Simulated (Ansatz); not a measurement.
An elastic tensor (GPa, Voigt order, standard axes) from PBEsol (plane waves, PAW; program Ansatz):

```
1070   140   140   0.0   0.0   0.0
 140  1070   140   0.0   0.0   0.0
 140   140  1070   0.0   0.0   0.0
 0.0   0.0   0.0   573   0.0   0.0
 0.0   0.0   0.0   0.0   573   0.0
 0.0   0.0   0.0   0.0   0.0   573
```

Which compound is it?
(A) MgRh, CsCl type
(B) ScBi, rock salt
(C) C, diamond
(D) HfC, rock salt

C, C, diamond

Space group Fd-3m (diamond). The cell was relaxed with PBEsol under the symmetry of its start.

Potentials: the later of the program's two PAW sets.
